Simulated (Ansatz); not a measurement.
The cell below belongs to a search over invented structures; it isn't taken from experiment.

Input and command of a plane-wave DFT calculation in Ansatz:

```yaml
crystal:
  lattice:
    - [3.9601000514, -0.0017911335, -0.040431869]
    - [-1.9816011929, 3.3328573984, 0.0225818476]
    - [-0.1610242402, 0.010880168, 15.0208318357]
  atoms:
    - { symbol: Ga, position: [1.0348761611, 1.0050257389, 0.5017885136] }
    - { symbol: Ga, position: [0.0094263649, -0.0111078654, -0.0114225364] }
    - { symbol: Si, position: [0.6833272344, 0.3595564196, 0.2800280062] }
    - { symbol: Si, position: [0.6208160744, 0.2719339562, 0.7862723073] }
    - { symbol: Si, position: [0.4065158475, 0.7130482633, 0.2144736524] }
    - { symbol: Si, position: [0.2919422329, 0.6578441254, 0.7245660045] }
    - { symbol: S, position: [0.5967325842, 0.3622862437, 0.419539468] }
    - { symbol: S, position: [0.6673639812, 0.2989538713, 0.910670446] }
    - { symbol: S, position: [0.3468241621, 0.6475171876, 0.082477924] }
    - { symbol: S, position: [0.3421753574, 0.6949420594, 0.5916062144] }
basis:
  ecutwfc: 420
kpoints:
  mp_grid: { grid: [6, 6, 2] }
hamiltonian:
  xc: pbe
scf:
  occupations: { method: gaussian, width: 0.2 }
  lower_state_search: "off"
output:
  forces: true
  stress: true
  eigenvalues: true
relax:
  adjacent_minimum: "off"
  f_tol: 0.025
  max_steps: 60
  cell: { stress_tol: 0.25 }
```

```bash
ansatz run input.yaml --threads 1 --pin off --max-ram 2560MiB --backend cpu --events-out ev --progress --plain --runs-dir out
```

Processor: AMD EPYC 7R43 64-Core Processor (Zen 3), 1 thread, on a host shared with other jobs.

Task: How long does it run, and how much memory does it take?

Result: About 6.3 min, peak memory 0.62 GiB. It solves 43 bands at 40 k points (after reduction by symmetry) with about 4145 plane waves (on the last cell), in 60 SCF iterations over 7 ionic steps.
